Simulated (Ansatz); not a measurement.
**Ni: constraining the magnetisation**

System: Ni, an experimental structure (space group Fm-3m); the cell holds 1 atom. The computed pressure is over 10 GPa in size, so the cell is far from the computed equilibrium volume. Source: COD entry 4320501, which need not be the ambient phase.

```yaml
crystal:
  lattice:
    - [0.00000, 1.76726, 1.76726]
    - [1.76726, 0.00000, 1.76726]
    - [1.76726, 1.76726, 0.00000]
  atoms:
    - { symbol: Ni, position: [0.00000, 0.00000, 0.00000] }
```

Numbers behind element symbols give the atom's place in this list.

Computed with DFT, LDA, PAW, plane waves, scalar-relativistic (Ansatz development build ahead of 0.2.0).

```yaml
plane_wave_cutoff: 420 eV
k_point_mesh: 15×15×15 (Γ-centred)
occupations: Fermi–Dirac smearing, 0.1 eV
valence_electrons: 18
```

The total moment includes the space between the atomic spheres.

A small moment in a metal is sensitive to the mesh and the smearing.

The total moment of the cell is held fixed (separate Fermi levels for the two spins), shared at the start among the Ni atoms with one sign; no search for lower states follows. F is the free energy per cell, and F(lowest) that of the lowest run, the runs with a free moment included. Each row is one local solution, which need not be the lowest state at that M. The run at M = 0 starts without moments and gives the spin-unpolarised solution. The cell holds one magnetic atom, so only parallel order fits; orders in a larger cell may lie lower.

The run at M = 0.94 μB took 1.9 s on 2 threads of Intel(R) Xeon(R) Platinum 8259CL CPU @ 2.50GHz, on a shared host, peak memory 0.33 GiB.

```
fixed M (μB/cell)  F − F(lowest) (meV/cell)  moments of Ni1 (μB)
             0.00                        26                 0.00
             0.23                        21                 0.24
             0.47                         6                 0.50
             0.70                         4                 0.73
             0.94                         ?                    ?
             1.17                       219                 1.15
             1.41                         ?                    ?
             1.64                       847                 1.53
             1.88                      1383                 1.71
```

**Question.** Fill in the row for M = 0.94 μB.

**Answer.** 68 meV; moments Ni1 0.95 μB.

**Question.** Fill in the row for M = 1.41 μB.

**Answer.** 482 meV; moments Ni1 1.34 μB.

**Question.** Where do runs with a free total moment end?

**Answer.** “usual moment scaled by 0.1, free total moment [Ni1 0.20 μB]” ends at 0.62 μB, 0 meV; “usual moment, free total moment [Ni1 2.00 μB]” ends at 0.62 μB, 0 meV.
